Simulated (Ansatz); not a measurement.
Theory: DFT PBE, scalar-relativistic, plane waves, PAW (Ansatz). All cells share a 420 eV cutoff and Γ-centred k meshes spaced at most about 0.3 Å⁻¹ (about 0.25 or finer for metals, 2π included). No spin polarisation in the final relaxations.

All energies are static (0 K, no zero-point motion). All come from trial cells, and lower structures may exist.

Question: Order these relaxed structures of TiSi₃Ni₂ by energy, lowest first, with the energy over the lowest of them.
A.

Space group Pmmn:1 (No. 59). a = 2.891 Å, b = 3.392 Å, c = 15.599 Å, α = 90.00°, β = 90.00°, γ = 90.00°
```csv
atom,site,symmetry,x,y,z
Ti,2a,mm2,0.5000,0.5000,0.7820
Si,2a,mm2,0.5000,0.5000,0.3023
Si,2a,mm2,0.5000,0.5000,0.6063
Si,2a,mm2,0.5000,0.5000,0.9518
Ni,2a,mm2,0.5000,0.5000,0.1040
Ni,2a,mm2,0.5000,0.5000,0.4538
```

B.

Space group Pmmn:1 (No. 59). a = 2.954 Å, b = 10.211 Å, c = 5.099 Å, α = 90.00°, β = 90.00°, γ = 90.00°
```
atom  site  symmetry       x       y       z
  Ti    2a       mm2  0.5000  0.5000  0.3770
  Si    2a       mm2  0.5000  0.5000  0.8729
  Si    4e       m.. 0.5000  0.8279  0.8528
  Ni    4e       m.. 0.5000  0.8250  0.3269
```

Answer: A (0 meV/atom), B (42 meV/atom). Forms: A Pmmn; B Pmmn. Counting Si atoms around Ni and Ti (those within 1.25 times the shortest such distance or 1.15 times the sum of covalent radii; a slash parts the counts of unlike sites): A has Ti 6, Ni 5/6; B has Ti 6, Ni 6.

Trial moments died out on the coarse mesh in Pmmn; another magnetic start might hold. Cells relaxed within their symmetry can be saddle points. Some types were kept out of the candidates beforehand, so the set may lack a known form.
